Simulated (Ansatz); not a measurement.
MgGaAu:
```xyz
9
Lattice="7.3366 0.0000 0.0000 -3.6683 6.3537 0.0000 0.0000 0.0000 3.4220" Properties=species:S:1:pos:R:3 pbc="T T T"
Mg     1.4085     2.4397     0.0000
Mg    -2.2598     3.9140     0.0000
Mg     4.5195     0.0000     0.0000
Ga     2.6383     4.5697     1.7110
Ga    -1.0300     1.7840     1.7110
Ga     2.0599     0.0000     1.7110
Au     0.0000     0.0000     0.0000
Au     3.6683     2.1179     1.7110
Au     0.0000     4.2358     1.7110
```

Relaxed with r²SCAN. Special points in fractions of this cell's reciprocal vectors: Γ (0.000, 0.000, 0.000); M (0.500, 0.000, 0.000); K (0.333, 0.333, 0.000); A (0.000, 0.000, 0.500); L (0.500, 0.000, 0.500); H (0.333, 0.333, 0.500).

Problem. List the band energies nearest the Fermi level at these points for DFT-r²SCAN in the program Ansatz with PAW potentials.

Solution. In eV from the Fermi level; about four levels below and three above (degenerate sets whole), none deeper than 8.9 eV; points with the same levels are listed once.

```tsv
k	below	above
Γ	-4.41 -4.41 -4.02 -4.02	1.77 1.77 2.01
M	-2.62 -1.51 -1.25 -1.21	1.88 3.52 3.84
K	-3.62 -0.86 -0.86 -0.61	2.00 2.00 2.19
A	-1.70 -1.03 -1.03 -0.88	2.28 2.28 4.42
L	-2.21 -1.13 -0.59 -0.33	0.60 1.02 2.06
H	-3.27 -3.27 -1.38 -1.38 -1.35	0.18 0.18 1.58
```

Space group P-62m. The first step of the workflow began from a Materials Project structure, measured or hypothetical; the Crystallography Open Database files this formula in space group No. 189, but the cells were not matched. Its standing as an ambient phase is unchecked. The cell was relaxed with r²SCAN under the symmetry of its start; its stability against distortions is not shown here. Spin–orbit coupling is left out wherever it is not named.

Potentials: the later of the program's two PAW sets.
